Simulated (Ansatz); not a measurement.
A trial cell of In was relaxed with r2SCAN (plane waves to 500 eV, PAW, scalar-relativistic; Ansatz, a first-principles code).

Before: I4/mmm (No. 139), tI8; a = b = 7.264 Å, c = 4.170 Å, α = β = γ = 90.00°.

After relaxation:

Simulated powder pattern, Cu Kα, λ = 1.54184 Å (kinematic, ideal powder, no thermal factors, no anomalous dispersion; the 24 strongest lines at most, above 1 %, up to 2θ = 90°):

```tsv
2θ (°)	I/Imax (%)
29.33	100
41.97	75
52.03	26
60.85	12
68.97	33
76.67	24
```

Q: Identify the relaxed structure from its pattern: crystal system, space group and cell.

A: Cubic, Pm-3m (No. 221), cP1, simple cubic type; a = b = c = 3.0446 Å, α = β = γ = 90.00°. Sites: In 1a (0.000, 0.000, 0.000).

Q: Index the strongest lines.

A: 29.33° (100), 41.97° (110), 52.03° (111), 68.97° (210), 76.67° (211).

No spin polarisation in the result.

The run could not lose the symmetry of its start: the end is stationary, and may be a saddle point rather than a minimum.

The relaxed structure here is a generated cell of In: the first start was made by placing the elements on the sites of a structure type, and the end was not matched to a known phase here, so it may be hypothetical. Known forms of In include space group No. 139.
